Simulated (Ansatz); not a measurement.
Relaxed PbS (rock salt):

```
PbS
1.0
    0.00000     5.97449     5.97449
    2.98725     0.00000     2.98725
    2.98725     2.98725     0.00000
S Pb
2 2
Direct
  0.00000   0.00000   0.00000
  0.50000   0.00000   0.00000
  0.25000   0.50000   0.50000
  0.75000   0.50000   0.50000
```

A phonon eigenvector at L = (0.5, 0.0, 0.0) is frozen into this cell: atom i moves by Q times the vector below, so Q is the largest atomic displacement, in Å. The cell is held. (q is in reciprocal vectors of the primitive cell; the cell shown is doubled to hold the pattern.)

```tsv
atom	x	y	z
Pb3	-0.577	0.577	0.577
Pb4	0.577	-0.577	-0.577
```

Atoms not listed stay in place.

Computed with r2SCAN (plane waves to 500 eV, PAW, scalar-relativistic; Ansatz, a first-principles code). k mesh 5×10×10 (Γ-centred), Fermi-Dirac smearing 0.05 eV. The energy includes the smearing's −TS. PbS was relaxed with its symmetry unable to fall. Spin-orbit coupling is left out, though Pb is heavy. ΔE is measured from the undisplaced structure.

```json
[
 {"Q (Å)": "-0.180", "ΔE (meV/cell)": "280.5"},
 {"Q (Å)": "-0.120", "ΔE (meV/cell)": "125.1"},
 {"Q (Å)": "-0.060", "ΔE (meV/cell)": "31.3"},
 {"Q (Å)": "0.000", "ΔE (meV/cell)": "0.0"},
 {"Q (Å)": "0.060", "ΔE (meV/cell)": "31.3"},
 {"Q (Å)": "0.120", "ΔE (meV/cell)": "125.1"},
 {"Q (Å)": "0.180", "ΔE (meV/cell)": "280.5"}
]
```

**Question.** Which DFPT wavenumber at L = (0.5, 0.0, 0.0) belongs to this mode?
(A) 107 cm⁻¹
(B) 236 cm⁻¹
(C) 192 cm⁻¹
(D) 48 cm⁻¹

**Answer.** A, 107 cm⁻¹. The curvature of the scan gives 107 cm⁻¹

(For displaced atoms, the force is minus the slope of the energy, and its curvature is a force constant, which sets phonon frequencies.)
